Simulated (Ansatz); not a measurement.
**KI$_{2}$: reading a single point**

```xyz
6
Lattice="0.0000 5.5792 0.0000 5.4773 -2.7896 0.0000 -0.4434 2.7896 -9.3218" Properties=species:S:1:pos:R:3 pbc="T T T"
K     3.7755    0.8068   -6.9913
K     1.2585    4.7725   -2.3304
I     1.2090    4.7675   -9.1298
I     0.8647    1.9778   -4.8529
I     3.8250    0.8118   -0.1920
I     4.1693    3.6014   -4.4689
```

Single point in Ansatz 0.2.0 with PBEsol, no spin polarisation. Cutoff 420 eV, PAW datasets, 6×6×6 Γ-centred k mesh, gaussian filling (width 0.0442 eV).

(1) What is the formation energy?

(2) Which atom feels the largest force, and which way?

(3) What does the stress say?

(4) What happens at the Fermi level?

Origin: a known structure type with other elements, at an estimated volume, so it need not be a known compound. Caveats: atoms or cell far from equilibrium.

## Answers

(1) -0.35 eV an atom against the elements' usual phases (free molecules for gases, crystals otherwise, with no correction for O₂ or N₂), so it is bound against them; other compounds may still compete. Relaxing would lower it.

(2) The largest is on I3 (and as large on other atoms): 7.41 eV/Å, components (-6.53, 3.44, 0.68). It makes 176° with the line to a nearest neighbour, I5 at 2.50 Å, pointing away from it.

(3) The pressure is 5.6 GPa (compression positive), so with the atoms held at these fractions the cell would first expand; the forces are large, so a full relaxation may end otherwise. The principal stresses -1.4, 3.3, 14.9 GPa differ, so its shape would change too.

(4) It is a metal, with about 1.1 states/eV a cell as the mean within 0.25 eV of the Fermi level, mostly I p (82 %).
